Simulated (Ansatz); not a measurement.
Sn$_{5}$PbS$_{6}$ (P-3m1) at 2 levels of theory

One geometry, relaxed with PBE; plane waves with PAW potentials in Ansatz, scalar-relativistic. No spin polarisation. Gaps are the least over mesh and band path; pressure is positive in compression.

```yaml
crystal:
  lattice:
    - [4.15481, 0.00000, 0.00000]
    - [-2.07740, 3.59817, 0.00000]
    - [0.00000, 0.00000, 20.36198]
  atoms:
    - { symbol: Sn, position: [0.33333, 0.66667, 0.83487] }
    - { symbol: Sn, position: [0.66667, 0.33333, 0.66976] }
    - { symbol: Sn, position: [0.33333, 0.66667, 0.33024] }
    - { symbol: Sn, position: [0.66667, 0.33333, 0.16513] }
    - { symbol: Sn, position: [0.00000, 0.00000, 0.00000] }
    - { symbol: Pb, position: [0.00000, 0.00000, 0.50000] }
    - { symbol: S, position: [0.00000, 0.00000, 0.75244] }
    - { symbol: S, position: [0.33333, 0.66667, 0.58784] }
    - { symbol: S, position: [0.66667, 0.33333, 0.41216] }
    - { symbol: S, position: [0.00000, 0.00000, 0.24756] }
    - { symbol: S, position: [0.33333, 0.66667, 0.08254] }
    - { symbol: S, position: [0.66667, 0.33333, 0.91746] }
```

```tsv
level	cutoff (eV)	k mesh	gap (eV)	pressure (GPa)
PBE	420	12×12×2	0.12	0.0
```

Task: What comes out on the same cell with r2SCAN?

Result:
```csv
level,cutoff (eV),k mesh,gap (eV),pressure (GPa)
r2SCAN,500,12×12×2,0.05,-1.1
```

Spin-orbit coupling matters for the bands of heavy elements and is left out.

The structure comes from a generated guess; another structure or a mixture of phases may lie lower.
